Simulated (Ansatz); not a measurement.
# ZnPtC₆N₆: gradients before and after relaxing the atoms

Start: an entry of the Crystallography Open Database (COD).

Space group Fm-3m (No. 225); a = 10.5234 Å.

| site | Wyckoff | site symmetry | x | y | z |
| --- | --- | --- | --- | --- | --- |
| Zn | 4b | m-3m | 0.5000 | 0.5000 | 0.5000 |
| Pt | 4a | m-3m | 0.0000 | 0.0000 | 0.0000 |
| C | 24e | 4m.m | 0.5000 | 0.5000 | 0.1936 |
| N | 24e | 4m.m | 0.5000 | 0.5000 | 0.2966 |

One atom of each set is listed; the run and its k-mesh use a cell of 14 atoms with edges of 7.44, 7.44, 7.44 Å.

Method: Kohn–Sham DFT in Ansatz, PBE, plane waves and PAW, scalar-relativistic, 420 eV cutoff, Γ-centred 5×5×5 k-points, Fermi–Dirac smearing 0.05 eV.

The largest force at the start is 11 eV/Å. Relaxing the ions at fixed cell moves them by 0.037 Å at most (atom 10, N) and 0.033 Å rms.

```json
{"site": "C", "moved (Å)": "0.035", "first shell before": "1 N at 1.08 Å, 1 Pt at 2.04 Å, angle 180°", "first shell after": "1 N at 1.16 Å, 1 Pt at 2.00 Å, angle 180°", "V_zz before (10²¹ V/m²)": "-4.02", "η before": "0.00"}
{"site": "N", "moved (Å)": "0.037", "first shell before": "1 C at 1.08 Å, 1 Zn at 2.14 Å, angle 180°", "first shell after": "1 C at 1.16 Å, 1 Zn at 2.10 Å, angle 180°", "V_zz before (10²¹ V/m²)": "-7.21", "η before": "0.00"}
```

(1) What are V_zz and η after the relaxation?

Answers

(1) 

```json
{"site": "C", "V_zz after": "-3.78", "η after": "0.00", "change of V_zz": "+0.24"}
{"site": "N", "V_zz after": "-5.82", "η after": "0.00", "change of V_zz": "+1.39"}
```

The largest change of V_zz is on N, from -7.21 to -5.82. In per cent, |V_zz| changes by -6 on C, -19 on N (all sites that start above 0.5). Sites without a gradient aren't listed. Forces this large mark an entry whose positions are poorly determined or wrongly transcribed.

Without spin–orbit coupling the gradients at and beside Pt can be off by some per cent, at some sites by more. The database entry as given showed forces above 3 eV/Å or a pressure above 30 GPa, though relaxing it moves no atom far.
